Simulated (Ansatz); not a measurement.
GaSb (zinc blende): values from a third-order Birch-Murnaghan fit to a volume scan beside measured ones. Computed values: r2SCAN (plane waves to 500 eV, PAW, scalar-relativistic; Ansatz, a first-principles code). GaSb was relaxed with its symmetry unable to fall. Spin-orbit coupling is left out, though Sb is heavy. The PAW data are Ansatz's earlier set.

```
quantity                reference                                    kind
----------------------  ---------  --------------------------------------
Lattice constant a (Å)     6.0959  measured, room temperature or unstated
Bulk modulus B₀ (GPa)          57  measured, room temperature or unstated
```

References as given in: I. Vurgaftman, J. R. Meyer, L. R. Ram-Mohan, Journal of Applied Physics (2001), doi:10.1063/1.1368156; Cormac Toher, Corey Oses, Jose J. Plata et al., Physical Review Materials (2017), arXiv:1611.05714. Values not taken to low temperature hold thermal and zero-point shifts that a static calculation lacks, so small differences there are no errors of the method.

Problem. Estimate the r2SCAN values and the sign and size of each difference.

Solution. 
| quantity | r2SCAN | difference |
|---|---|---|
| Lattice constant a (Å) | 6.134 | +0.6 % |
| Bulk modulus B₀ (GPa) | 52.9 | -7.2 % |



(A scan under strain: stresses follow from slopes of the energy per volume, elastic moduli from its curvatures.)
